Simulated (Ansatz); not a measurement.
A geometry of Ga2O3 away from equilibrium: step 2 of the relaxation of a relaxed Ga2O3 cell, doubled along one cell vector, shaken by Gaussian noise of σ = 0.08 Å a coordinate. Calculation: r2SCAN (plane waves to 500 eV, PAW, scalar-relativistic; Ansatz, a quantum-chemistry and plane-wave program). Γ-centred k-mesh 6×3×5 on the run's cell (coarser than for final values), Fermi–Dirac smearing 0.05 eV.

```
Ga2O3
1.0
    3.86346     0.00094    -0.00194
    0.00188     7.78857     0.01276
   -0.00264     0.00868     5.23858
Ga O
4 6
Direct
  0.53277   0.25676   0.50296
  0.50463   0.76079   0.49364
  0.49680   0.23109   0.99945
  0.48232   0.74067   0.00841
  0.01687   0.99482   0.00685
  0.98385   0.49401   0.97448
  0.49632   0.99609   0.99494
  0.50981   0.50593   0.98633
  0.01216   0.25620   0.01538
  0.01865   0.74670   0.96271
```

Problem. What forces act on the atoms (eV/Å)?

Solution. 
| atom | Fx | Fy | Fz |
|---|---|---|---|
| Ga1 | 0.02 | 0.05 | -0.01 |
| Ga2 | 0.08 | 0.10 | 0.38 |
| Ga3 | 0.68 | 1.54 | 0.02 |
| Ga4 | 1.68 | 0.92 | -0.10 |
| O5 | 0.02 | 0.02 | 0.08 |
| O6 | -0.23 | -0.11 | -0.01 |
| O7 | -0.02 | -1.40 | -0.02 |
| O8 | 0.59 | -1.46 | -0.13 |
| O9 | -0.78 | 0.30 | 0.08 |
| O10 | -2.06 | 0.04 | -0.29 |

Problem. What is the pressure?

Solution. +2.0 GPa, compression positive.

Problem. How much energy per atom can still be gained by relaxing?

Solution. 1.28 eV/atom; the path ends in P1 (No. 1).

The relaxed cell holds bonded O–O pairs (1.48 Å). No spin polarisation in the result.

The end of the path is a generated cell of Ga2O3: the first start was made by a random draw of sites in a space group, and the end was not matched to a known phase here, so it may be hypothetical. Known forms of Ga2O3 include space group No. 12, 167.
